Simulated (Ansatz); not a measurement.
Te:
```
CELL_PARAMETERS angstrom
      4.51749     0.00000     0.00000
     -2.25875     3.91226     0.00000
      0.00000     0.00000     5.92336
ATOMIC_POSITIONS crystal
  Te 0.26069 0.00000 0.33333
  Te 0.00000 0.26069 0.66667
  Te 0.73931 0.73931 0.00000
```

Tensor components refer to the Cartesian frame of this cell.

Question: Give the proper piezoelectric stress tensor with relaxed ions from r²SCAN+D4 (plane waves, PAW; program Ansatz).

Answer: In C/m², rows x, y, z, Voigt columns; mesh uncertainty up to 0.03.
```
-0.99   0.99   0.00  -0.25   0.00   0.00
 0.00   0.00   0.00   0.00   0.25   0.99
 0.00   0.00   0.00   0.00   0.00   0.00
```

The elastic tensor of the same run (GPa):

|  | 1 | 2 | 3 | 4 | 5 | 6 |
|---|---|---|---|---|---|---|
| 1 | 27.5 | 6.8 | 20.3 | 10.7 | 0.0 | 0.0 |
| 2 | 6.8 | 27.5 | 20.3 | -10.7 | 0.0 | 0.0 |
| 3 | 20.3 | 20.3 | 67.2 | 0.0 | 0.0 | 0.0 |
| 4 | 10.7 | -10.7 | 0.0 | 29.2 | 0.0 | 0.0 |
| 5 | 0.0 | 0.0 | 0.0 | 0.0 | 29.2 | 10.7 |
| 6 | 0.0 | 0.0 | 0.0 | 0.0 | 10.7 | 10.4 |

Question: Convert to strain constants d = e·S.

Answer: In pC/N:
```
-70.1   70.1    0.0   43.1    0.0    0.0
  0.0    0.0    0.0    0.0  -43.1  140.2
  0.0    0.0    0.0    0.0    0.0    0.0
```

Space group P3_121 (trigonal Se type). The r²SCAN+D4 relaxation kept the symmetry of its start; phonons on a q-mesh show no instability. Scalar-relativistic: spin–orbit coupling is off unless named, which matters more the heavier the elements.

Potentials: the later of the program's two PAW sets.
